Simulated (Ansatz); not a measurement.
Sb (A7 type, space group R-3m)

```
CELL_PARAMETERS angstrom
      2.16397     1.24937     3.78144
     -2.16397     1.24937     3.78144
      0.00000    -2.49874     3.78144
ATOMIC_POSITIONS crystal
  Sb 0.23324 0.23324 0.23324
  Sb 0.76676 0.76676 0.76676
```

The slice is a (0001) plane (indices of the conventional cell) through the point (0.767, 0.767, 0.767) (fractional), spanned by u = [1 0 -1] and v = [-1 2 -1] in vectors of this cell: u (4.33 Å) and v (7.50 Å, at 90° to u). It covers one period; positions are fractions (u, v).

Calculation: r2SCAN+rVV10 (plane waves to 500 eV, PAW, scalar-relativistic; Ansatz, a first-principles code). k mesh 13×13×13. Inside the PAW spheres the values are not all-electron values, and peaks at nuclei hang on which shells count as valence. Sb was relaxed with its symmetry unable to fall. Spin-orbit coupling is left out, though Sb is heavy.

### Question
Sketch the electrostatic potential energy of an electron, from the cell's mean on this plane as a map.

### Answer
```
v \ u   0.00   0.12   0.25   0.38   0.50   0.62   0.75   0.88
-----  -----  -----  -----  -----  -----  -----  -----  -----
0.96       x      x  <-2.0    5.1    6.5    5.1  <-2.0      x
0.86   <-2.0  <-2.0    4.1    6.4    6.9    6.4    4.1  <-2.0
0.75     4.6    5.3    6.2    6.4    6.2    6.4    6.2    5.3
0.64     4.0    4.6    3.8  <-2.0  <-2.0  <-2.0    3.8    4.6
0.54     5.8    4.8  <-2.0      x      x      x  <-2.0    4.8
0.43     6.7    5.5  <-2.0      x      x      x  <-2.0    5.5
0.32     6.9    6.7    5.5    3.1    1.4    3.1    5.5    6.7
0.21     4.8    5.4    5.9    5.0    4.2    5.0    5.9    5.4
0.11       x      x    1.6    4.7    4.5    4.7    1.6      x
0.00       x      x  <-2.0    4.8    6.2    4.8  <-2.0      x
```

Values: electrostatic potential energy of an electron, from the cell's mean, in eV. Points within 1 Å of a nucleus are blanked (x), as the pseudised field means little there. Values under -2 eV are set to -2. The zero, the cell's mean, hangs on the PAW cores.
